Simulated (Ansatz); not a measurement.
The elements of this relaxed trial crystal are hidden behind letters.

```
lattice vectors (Å)
   3.0521    0.0000    0.0000
  -1.5260    2.6432    0.0000
   0.0000    0.0000    7.5506
fractional positions
X 0.3333 0.6667 0.6770
X 0.6667 0.3333 0.3230
Z 0.0000 0.0000 0.0000
Q 0.3333 0.6667 0.1266
Q 0.6667 0.3333 0.8734
Q 0.0000 0.0000 0.5000
```

The calculation used Ansatz 0.2.0, DFT PBE, scalar-relativistic, plane waves, PAW. Settings of the last relaxation (6-atom cell): 420 eV, 12×12×6 k points, Gaussian smearing of 0.10 eV, no spin polarisation.

* Space group: P-3m1 (No. 164)
* Conventional cell: a = 3.052 Å, c = 7.551 Å
* Volume per atom: 10.15 Å³
* Density: 6.41 g/cm³
* Energy over the elements: −0.47 eV/atom
* Gap on the 12×12×6 mesh of the 6-atom cell: 0 eV (a metal)

Energies are uncorrected and count from the elements' standard states at the same level.

Problem. X is a d-block element of period 5, Z is a p-block element of period 2 and Q is a p-block element of period 2. Which elements are they?

Solution. X = Zr, Z = B, Q = N, so the formula is Zr2BN3. Density times volume gives a mean mass of 6.41 × 10.15/1.6605 = 39.2 u per atom, and this set has 39.2 u. Around Zr lie 6 N at 2.21–2.30 Å, 3 B at 3.01 Å and 9 Zr at 3.05–3.20 Å; around B lie 6 N at 2.00 Å; N on a site of symmetry 3m has 3 B at 2.00 Å, 3 Zr at 2.30 Å and 3 N at 2.60 Å; 1 more site not described. Other sets within the hints have nearly the same mass, so mass alone doesn't settle it; this one was computed.

A structure relaxed within its symmetry needn't be a true minimum. Another cell of Zr2BN3 relaxed alike, in Amm2, lies 0.70 eV/atom lower, so this cell isn't the stable form at this level.
